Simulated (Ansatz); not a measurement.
Ti3AlC2 (space group P6_3/mmc)

```
CELL_PARAMETERS angstrom
      3.05074     0.00000     0.00000
     -1.52537     2.64202     0.00000
      0.00000     0.00000    18.50010
ATOMIC_POSITIONS crystal
  Ti 0.66667 0.33333 0.37313
  Ti 0.33333 0.66667 0.62687
  Ti 0.33333 0.66667 0.87313
  Ti 0.66667 0.33333 0.12687
  Ti 0.00000 0.00000 0.50000
  Ti 0.00000 0.00000 0.00000
  Al 0.00000 0.00000 0.75000
  Al 0.00000 0.00000 0.25000
  C  0.33333 0.66667 0.43082
  C  0.66667 0.33333 0.56918
  C  0.66667 0.33333 0.93082
  C  0.33333 0.66667 0.06918
```

Equation-of-state scan: isotropic scaling of the cell above, V₀ being its volume. The atoms relax within the cell's symmetry.

The numbers are results of PBEsol (plane waves to 420 eV, PAW, scalar-relativistic; Ansatz, a program for electronic structure), not measurements. k mesh 14×14×2 (Γ-centred), Fermi-Dirac smearing 0.05 eV. Energies are smeared free energies. Compression counts positive. With the shape held, the modulus is that of even scaling; a crystal free to change shape is softer. Ti3AlC2 is run without spin polarisation. Ti3AlC2 was relaxed with its symmetry unable to fall. ΔE is measured from the relaxed starting cell. The last digit holds for this mesh only.

```json
[
 {"V (Å³/atom)": "11.183", "ΔE (meV/atom)": "78.3"},
 {"V (Å³/atom)": "11.494", "ΔE (meV/atom)": "42.0"},
 {"V (Å³/atom)": "11.805", "ΔE (meV/atom)": "17.8"},
 {"V (Å³/atom)": "12.115", "ΔE (meV/atom)": "4.3"},
 {"V (Å³/atom)": "12.426", "ΔE (meV/atom)": "0.0"},
 {"V (Å³/atom)": "12.737", "ΔE (meV/atom)": "3.9"},
 {"V (Å³/atom)": "13.047", "ΔE (meV/atom)": "withheld"},
 {"V (Å³/atom)": "13.358", "ΔE (meV/atom)": "32.2"},
 {"V (Å³/atom)": "13.669", "ΔE (meV/atom)": "54.9"}
]
```

Q: Fit a third-order Birch-Murnaghan form (E₀, V₀, B₀, B₀′ free) to the given rows and predict ΔE at V = 13.047.

A: Least squares on the 8 given rows: ΔE = E₀ + (9V₀B₀/16)·y²·[2 + (B₀′ − 4)y], y = (V₀/V)^(2/3) − 1, with V₀ = 12.426 Å³/atom, B₀ = 167.5 GPa (160.2 GPa = 1 eV/Å³; the term in eV is multiplied by 1000), B₀′ = 4.28, E₀ = 0.02 meV/atom; root-mean-square residual 0.04 meV/atom. At 13.047 the fit gives 14.9 meV/atom; the calculation gives 14.9 meV/atom, the same to the digits shown. For the pressure the fit gives -7.4 GPa against the computed -7.4 GPa.

(Under strain, the slope of the energy per volume gives the stress and its curvature an elastic modulus.)
